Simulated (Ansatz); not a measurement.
This run works on a generated trial structure, not on a known crystal.

Input and command of a plane-wave DFT calculation in Ansatz:

```yaml
crystal:
  lattice:
    - [4.1904778, 0.0, 0.0]
    - [-2.0952389, 3.62906023, 0.0]
    - [0.0, 0.0, 9.11441659]
  atoms:
    - { symbol: Sm, position: [0.0, 0.0, 0.0] }
    - { symbol: Ta, position: [0.33333333, 0.66666667, 0.5] }
    - { symbol: Ta, position: [0.0, 0.0, 0.62057565] }
    - { symbol: Ta, position: [0.0, 0.0, 0.37942435] }
    - { symbol: Cl, position: [0.66666667, 0.33333333, 0.0] }
    - { symbol: Cl, position: [0.33333333, 0.66666667, 0.0] }
basis:
  ecutwfc: 690
kpoints:
  mp_grid: { grid: [5, 5, 2] }
hamiltonian:
  xc: pbe
  pseudopotentials:
    kind: paw
    azcp: { Sm: "pseudopotentials/pbe/nc/lanthanide_3plus/Sm.nc.azcp" }
scf:
  occupations: { method: gaussian, width: 0.2 }
  lower_state_search: "off"
output:
  forces: true
  stress: true
  eigenvalues: true
relax:
  adjacent_minimum: "off"
  f_tol: 0.08
  max_steps: 16
  cell: { stress_tol: 0.8 }
```

```bash
ansatz run input.yaml --threads 1 --pin off --max-ram 2816MiB --backend cpu --events-out ev --progress --plain --runs-dir out
```

Processor: Arm Neoverse V1, 1 thread, on a host shared with other jobs.

Task: How long does it run, and how much memory does it take?

Result: About 82 s, peak memory 0.53 GiB. It solves 39 bands at 10 k points (after reduction by symmetry) with about 7293 plane waves (on the last cell), in 50 SCF iterations over 6 ionic steps.

With its 4f electrons in the core of a norm-conserving potential, the lanthanide is trivalent by construction, without f bands, f moments or other valences.
